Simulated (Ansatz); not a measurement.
# YbSe in Ansatz, relaxation

The command:

```bash
ansatz run input.yaml --threads 2 --pin off --max-ram 4096MiB --backend cpu --events-out ev --progress --plain --runs-dir out
```

Input:

```yaml
crystal:
  lattice:
    - [0.0, 2.97747279, 2.97747279]
    - [2.97747279, 0.0, 2.97747279]
    - [5.95494559, 5.95494559, 0.0]
  atoms:
    - { symbol: Yb, position: [0.0, 0.0, 0.0] }
    - { symbol: Yb, position: [0.0, 0.0, 0.5] }
    - { symbol: Se, position: [0.5, 0.5, 0.25] }
    - { symbol: Se, position: [0.5, 0.5, 0.75] }
  symmetry: { detect: false, time_reversal: true }
kpoints:
  mp_grid: { grid: [6, 6, 3], shift: [0, 0, 0] }
magnetization:
  spin_polarized: true
scf:
  occupations: { method: fermi_dirac, width: 0.0252 }
  lower_state_search: "off"
hamiltonian:
  pseudopotentials: { kind: paw }
  xc: r2scan
  hubbard:
    projectors: all-electron-ortho-atomic
    sites: [{ species: Yb, l: f, u: 4.51, j: 0.95 }]
basis:
  ecutwfc: 500
  fft_grid_basis: typed
relax:
  max_steps: 80
output:
  forces: true
  stress: true
  eigenvalues: true
  bader: true
  populations: true
  elf: true
  write_potential: true
  volumetric_format: npy
  dos:
    e_range: [-12, 8]
    de: 0.05
    projected: { site_lists: { Se: [Se], Yb: [Yb] } }
checkpoint:
  read: saved_state
```

Origin of the cell: a database entry, scaled a little.

The saved state is a converged single point of the same cell.

The program first moved the atoms by about 0.01 Å at random, to leave a saddle point that the symmetry would hold.

Steps:

| step | ΔF (meV/atom) | max force component (eV/Å) | SCF iterations | step was |
| --- | --- | --- | --- | --- |
| 1 | 0.0 | 0.068 | 7 | accepted |
| 2 | -0.1 | 0.039 | 8 | accepted |
| 3 | -0.2 | 0.001 | 7 | accepted |

Before:

Space group Fm-3m (No. 225); the run's cell has a = 4.211 Å, b = 4.211 Å, c = 8.422 Å, α = 60.00°, β = 60.00°, γ = 60.00°. Shortest distances: Se–Yb 2.98 Å.

The relaxed structure.

Space group Fm-3m (No. 225); the run's cell has a = 4.211 Å, b = 4.211 Å, c = 8.422 Å, α = 60.00°, β = 60.00°, γ = 60.00°. Shortest distances: Se–Yb 2.98 Å.

```yaml
crystal:
  lattice:
    - [0.00000, 2.97747, 2.97747]
    - [2.97747, 0.00000, 2.97747]
    - [5.95495, 5.95495, 0.00000]
  atoms:
    - { symbol: Yb, position: [0.00119, 0.99994, 0.00001] }
    - { symbol: Yb, position: [0.00111, 0.99997, 0.50000] }
    - { symbol: Se, position: [0.50116, 0.49997, 0.25001] }
    - { symbol: Se, position: [0.50116, 0.49994, 0.75001] }
```

```yaml
Free_energy_lowered_by: 0.2 meV/atom
Final_pressure: -1.43 GPa
Relaxation_steps_listed: 3
```

Caveats: no spin-orbit coupling, though heavy elements are present; spin is on but no moment was typed; the SCF threshold is looser than advised for a stress; the displaced walk ended near the symmetry of the start; the program displaced the start to leave a saddle point.

The run took 6.2 min on 2 threads of Arm Neoverse V1, on a shared host, peak memory 1.4 GiB, from a saved density.
